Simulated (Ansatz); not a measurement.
CaGaGeH:
```xyz
4
Lattice="4.1020 0.0000 0.0000 -2.0510 3.5524 0.0000 0.0000 0.0000 4.6529" Properties=species:S:1:pos:R:3 pbc="T T T"
Ca     0.0000     2.3683     4.6387
Ga     0.0000     0.0000     2.6178
Ge     2.0510     1.1841     1.9707
H      0.0000     0.0000     4.3537
```

Relaxed with PBEsol. Special points in fractions of this cell's reciprocal vectors: Γ (0.000, 0.000, 0.000); M (0.500, 0.000, 0.000); K (0.333, 0.333, 0.000); A (0.000, 0.000, 0.500); L (0.500, 0.000, 0.500); H (0.333, 0.333, 0.500).

Task: List the band energies nearest the valence-band maximum at these points for DFT-PBEsol in the program Ansatz with PAW potentials.

Result: In eV from the valence-band maximum; about four levels below and three above (degenerate sets whole), none deeper than 8.9 eV; points with the same levels are listed once.

| k | below | above |
|---|---|---|
| Γ | -5.03 -2.36 -0.90 -0.90 | 0.84 3.05 3.05 |
| M | -7.75 -3.52 -2.09 -1.15 | 0.29 1.47 2.35 |
| K | -8.00 -4.47 -2.96 -1.00 | 0.43 2.20 3.15 |
| A | -7.20 -0.20 -0.20 0.00 | 0.83 1.36 1.36 |
| L | -7.08 -5.22 -2.44 -2.31 | 1.11 2.69 3.73 |
| H | -7.49 -5.03 -3.82 -2.17 | 1.59 3.36 3.73 |

Space group P3m1. The first step of the workflow began from a Materials Project structure, measured or hypothetical; the Crystallography Open Database files this formula in space group No. 156, but the cells were not matched. Its standing as an ambient phase is unchecked. The cell was relaxed with PBEsol under the symmetry of its start; its stability against distortions is not shown here. Spin–orbit coupling is left out wherever it is not named.

Potentials: the later of the program's two PAW sets.
